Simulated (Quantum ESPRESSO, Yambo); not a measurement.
# Levels of theory for the gap of SiO2

SiO2 (space group P6_222, No. 180): one geometry, one set of norm-conserving LDA (Quantum ESPRESSO, 84 Ry, scalar-relativistic) orbitals, self-energies from Yambo (3×3×4 Γ-centred k mesh, 227 bands and a 8 Ry block in the screening, 227 bands in G with the Bruneval-Gonze terminator, plasmon pole fitted at 27.2 eV).

The geometry is that of Materials Project entry mp-6922, symmetrised and not relaxed again.

| level | gap A → Γ (eV) | direct gap at Γ (eV) | rough Yambo cost |
|---|---|---|---|
| LDA (Quantum ESPRESSO) | 5.50 | 5.70 | – |
| exchange only (Hartree-Fock self-energy on LDA orbitals) | 16.04 | 16.23 | about 1/60 (8 states) |
| static COHSEX@LDA | 10.08 | 10.29 | within a factor of two (3 states) |
| G0W0@LDA, plasmon pole | 8.63 | 8.83 | 1 (8 states) |

Bare exchange has no screening and gives the widest gap; static COHSEX screens it but leaves out the frequency dependence, which G0W0 restores.

Costs are rough ratios of core time on shared machines.

Nearest settings tried, and what they do to the gap: 84 bands in W, 84 bands in G: +61 meV; 105 bands in W: +32 meV; 2 Ry block (41 vectors against 339): +270 meV. Not varied: mesh. So the settings aren't converged at that level.

This is not the ordinary phase of the substance.
